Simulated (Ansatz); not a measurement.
LaN:
```xyz
8
Lattice="10.5415 0.0000 0.0000 0.0000 3.7058 0.0000 0.0000 0.0000 3.7058" Properties=species:S:1:pos:R:3 pbc="T T T"
La     1.3370     0.9265     0.9264
La     3.9338     2.7794     2.7793
La     9.2045     2.7794     2.7795
La     6.6077     0.9265     0.9266
N      9.1441     0.9265     0.9258
N      6.6681     2.7794     2.7787
N      1.3974     2.7794     2.7800
N      3.8734     0.9265     0.9271
```

Relaxed with the program Ansatz at the PBEsol level (PAW). Indices refer to the conventional cell of P4/nmm, a = b = 3.7058 Å, c = 5.2707 Å, α = β = γ = 90.00°.

**Question.** Simulate the powder diffraction pattern (Cu Kα, λ = 1.54184 Å; lines above 1 %) up to 2θ = 90°.

**Answer.** Simulated powder pattern, Cu Kα, λ = 1.54184 Å (kinematic, ideal powder, no thermal factors, no anomalous dispersion; the 30 strongest lines at most, above 1 %, up to 2θ = 90°):

```
2θ (°)  d (Å)  I/Imax (%)    hkl
------  -----  ----------  -----
29.46   3.032         100  (101)
34.02   2.635          26  (002)
34.22   2.620          51  (110)
49.02   1.858          36  (112)
49.17   1.853          18  (200)
58.10   1.588          15  (103)
58.37   1.581          30  (211)
61.14   1.516          18  (202)
71.61   1.318         2.8  (004)
72.09   1.310         5.5  (220)
79.50   1.206          13  (213)
79.73   1.203         6.4  (301)
81.82   1.177         7.8  (114)
82.16   1.173         7.8  (222)
82.27   1.172         7.8  (310)
```

The start of the workflow was typed in or built on a structure type; the Crystallography Open Database copy checked does not list it. COD files the formula under space group No. 225, so this cell is another polymorph or a model. Whether it is the stable phase at ambient conditions was not checked. Symmetry was held in the PBEsol relaxation; whether a distortion lowers the energy is not shown. Point labels and valley counts follow the cell and symmetry of the run, lower than the named group. Spin–orbit coupling is left out wherever it is not named.

Potentials: the later of the program's two PAW sets.
